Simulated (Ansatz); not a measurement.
Input, command and steps of an Ansatz relaxation.

```yaml
crystal:
  lattice:
    - [0.0, 2.5138965775, 2.5138965775]
    - [2.5138965775, 0.0, 2.5138965775]
    - [2.5138965775, 2.5138965775, 0.0]
  atoms:
    - { symbol: Co, position: [0.0, 0.0, 0.0], spin: 1.72 }
    - { symbol: Au, position: [0.75, 0.75, 0.75], spin: 0.3 }
basis:
  ecutwfc: 420
kpoints:
  mp_grid: { grid: [6, 6, 6] }
hamiltonian:
  xc: pbe
scf:
  occupations: { method: gaussian, width: 0.1 }
  lower_state_search: "off"
output:
  forces: true
  stress: true
  eigenvalues: true
  populations: true
magnetization:
  spin_polarized: true
relax:
  adjacent_minimum: "off"
  f_tol: 0.04
  max_steps: 70
  cell: { stress_tol: 0.4 }
```

```bash
ansatz run input.yaml --threads 1 --pin off --max-ram 2560MiB --backend cpu --events-out ev --progress --plain --runs-dir out
```

Theory: DFT PBE, scalar-relativistic, plane waves, PAW (Ansatz 0.2.0).

Of 9 frames 9 are shown, positions in Å and forces in eV/Å; the SCF threshold varies from step to step. Steps run on the plane waves of an earlier cell, with a Pulay correction in the pressure. The basis is chosen afresh for the last frame, the zero of the energies, and at times for earlier ones too; energy and pressure step there, also at an unchanged geometry. Here that happened at step 6 (-33 meV/atom, 3.2 GPa); the frames before carry an error of that size.

```xyz
2
Lattice="0.0000 2.5139 2.5139 2.5139 0.0000 2.5139 2.5139 2.5139 0.0000" Properties=species:S:1:pos:R:3:forces:R:3 pbc="T T T" step=1 free_energy_over_end_meV_per_atom=809.11 pressure_GPa=56.62
Co    0.0000    0.0000    0.0000    0.0000    0.0000    0.0000
Au    3.7708    3.7708    3.7708    0.0000    0.0000    0.0000
2
Lattice="0.0000 2.6364 2.6364 2.6364 0.0000 2.6364 2.6364 2.6364 0.0000" Properties=species:S:1:pos:R:3:forces:R:3 pbc="T T T" step=2 free_energy_over_end_meV_per_atom=240.47 pressure_GPa=22.43
Co    0.0000    0.0000    0.0000    0.0000    0.0000    0.0000
Au    3.9547    3.9547    3.9547    0.0000    0.0000    0.0000
2
Lattice="0.0000 2.7311 2.7311 2.7311 0.0000 2.7311 2.7311 2.7311 0.0000" Properties=species:S:1:pos:R:3:forces:R:3 pbc="T T T" step=3 free_energy_over_end_meV_per_atom=63.69 pressure_GPa=6.55
Co    0.0000    0.0000    0.0000    0.0000    0.0000    0.0000
Au    4.0967    4.0967    4.0967    0.0000    0.0000    0.0000
2
Lattice="0.0000 2.7902 2.7902 2.7902 0.0000 2.7902 2.7902 2.7902 0.0000" Properties=species:S:1:pos:R:3:forces:R:3 pbc="T T T" step=4 free_energy_over_end_meV_per_atom=42.93 pressure_GPa=-1.24
Co    0.0000    0.0000    0.0000    0.0000    0.0000    0.0000
Au    4.1853    4.1853    4.1853    0.0000    0.0000    0.0000
2
Lattice="0.0000 2.7805 2.7805 2.7805 0.0000 2.7805 2.7805 2.7805 0.0000" Properties=species:S:1:pos:R:3:forces:R:3 pbc="T T T" step=5 free_energy_over_end_meV_per_atom=41.93 pressure_GPa=-0.01
Co    0.0000    0.0000    0.0000    0.0000    0.0000    0.0000
Au    4.1707    4.1707    4.1707    0.0000    0.0000    0.0000
2
Lattice="0.0000 2.7805 2.7805 2.7805 0.0000 2.7805 2.7805 2.7805 0.0000" Properties=species:S:1:pos:R:3:forces:R:3 pbc="T T T" step=6 free_energy_over_end_meV_per_atom=8.56 pressure_GPa=3.16
Co    0.0000    0.0000    0.0000    0.0000    0.0000    0.0000
Au    4.1707    4.1707    4.1707    0.0000    0.0000    0.0000
2
Lattice="0.0000 2.8054 2.8054 2.8054 0.0000 2.8054 2.8054 2.8054 0.0000" Properties=species:S:1:pos:R:3:forces:R:3 pbc="T T T" step=7 free_energy_over_end_meV_per_atom=1.29 pressure_GPa=1.07
Co    0.0000    0.0000    0.0000    0.0000    0.0000    0.0000
Au    4.2080    4.2080    4.2080    0.0000    0.0000    0.0000
2
Lattice="0.0000 2.8184 2.8184 2.8184 0.0000 2.8184 2.8184 2.8184 0.0000" Properties=species:S:1:pos:R:3:forces:R:3 pbc="T T T" step=8 free_energy_over_end_meV_per_atom=0.39 pressure_GPa=0.09
Co    0.0000    0.0000    0.0000    0.0000    0.0000    0.0000
Au    4.2276    4.2276    4.2276    0.0000    0.0000    0.0000
2
Lattice="0.0000 2.8184 2.8184 2.8184 0.0000 2.8184 2.8184 2.8184 0.0000" Properties=species:S:1:pos:R:3:forces:R:3 pbc="T T T" step=9 free_energy_over_end_meV_per_atom=0.00 pressure_GPa=0.06
Co    0.0000    0.0000    0.0000    0.0000    0.0000    0.0000
Au    4.2276    4.2276    4.2276    0.0000    0.0000    0.0000
```

The start puts this composition into another compound's structure type, which needn't suit it. The cell swells from 15.9 to 22.4 Å³ an atom, so the end can be far from any stable crystal. At the end the space group is F-43m (tolerance 0.05 Å).

The run took 41 s on 1 thread of Arm Neoverse V1, with other jobs on the host, peak memory 0.33 GiB.

The k mesh is coarse. Spin-orbit coupling is left out, which matters for the bands of heavy elements.